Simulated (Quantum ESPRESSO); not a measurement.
Simulation results for MgAlGaGeAs$_{4}$ (made-up cell)

Computed with Quantum ESPRESSO 7.5. Calculation on a made-up crystal cell, not a measurement: periodic Kohn-Sham density functional theory in plane waves with PseudoDojo standard norm-conserving scalar-relativistic pseudopotentials, each functional with its own files (v0.5 for PBE, v0.4.1 for LDA and PBEsol), no spin polarisation, no spin-orbit coupling, atoms not relaxed, stress positive in tension, energies less a fixed whole-eV offset for each atom's element; levels are Kohn-Sham levels at fractions of this cell's reciprocal vectors, counted from the reference band (half the neutral cell's valence electrons, rounded up) at Gamma; error bars cover cutoff and k-mesh only, not smearing or the files; added strain carries the atoms with the cell, and shear is the tensor component; each bar is the largest change over components, and at least 0.002 eV, 0.002 eV per angstrom or 0.02 GPa; energies are for the whole cell, and the offsets were chosen from early runs and are not element reference energies.

MgAlGaGeAs$_{4}$ (made-up cell)

```
CELL_PARAMETERS angstrom
5.54200 0.04860 -0.02440
0.04860 5.65050 0.05650
-0.02440 0.05650 5.48250
ATOMIC_POSITIONS crystal
Al 0.00790 0.99396 0.01108
Mg 0.01629 0.50184 0.50346
Ge 0.48767 0.98662 0.51315
Ga 0.49903 0.50198 0.00925
As 0.24265 0.26961 0.25222
As 0.24452 0.75715 0.76345
As 0.77091 0.23557 0.74789
As 0.75374 0.75350 0.24796
```

* lattice type: zincblende/diamond
* functional: pbe
* cutoff: 1143 eV
* fermi dirac smearing: 0.1 eV
* scf tolerance: 1e-07 eV
* electrons removed: 0
* k mesh: 6 x 6 x 6, shifted by half a step
* free energy less offsets: 2.072 eV
* smearing term minus ts: -0.008325 eV
* scf iterations: 10
* pressure: 10.97 GPa
* stress xx: -10.54 GPa
* stress yy: -10.65 GPa
* stress zz: -11.71 GPa
* stress yz: 1.421 GPa
* stress xz: 1.429 GPa
* stress xy: 0.5365 GPa
* fermi level: 0.1049 eV
* reference band: 50
* error bar energy: 0.004058 eV
* error bar stress: 0.02 GPa
* error bar force: 0.004587 eV/Å
* error bar next band up: 0.002 eV
* error bar fermi level: 0.02024 eV
* error bars from: tighter rerun of this cell

Atoms:
| atoms element | atom site | atom energy offset (eV) |
| --- | --- | --- |
| Al | 1 | -64 |
| Mg | 2 | -1617 |
| Ge | 3 | -2430 |
| Ga | 4 | -2080 |
| As | 5 | -2887 |
| As | 6 | -2887 |
| As | 7 | -2887 |
| As | 8 | -2887 |

Forces:
| site | x (eV/Å) | y (eV/Å) | z (eV/Å) |
| --- | --- | --- | --- |
| 1 | -0.07199 | 0.8777 | 0.5253 |
| 2 | -1.028 | 0.6111 | 0.8006 |
| 3 | 1.125 | 1.267 | -0.7383 |
| 4 | 1.161 | -0.4921 | -0.6607 |
| 5 | 0.9205 | -2.011 | -0.701 |
| 6 | 0.2174 | -0.5381 | 0.2223 |
| 7 | -1.534 | 0.3219 | 0.177 |
| 8 | -0.7902 | -0.03658 | 0.3749 |

Levels:
| level k point | next band up (eV) |
| --- | --- |
| Gamma | 0.03767 |
| (1/2,1/2,1/2) | -0.07208 |
| (0.15,0,0) | 0.4282 |
| (0,0.15,0) | 0.4788 |
| (0,0,0.15) | 0.458 |
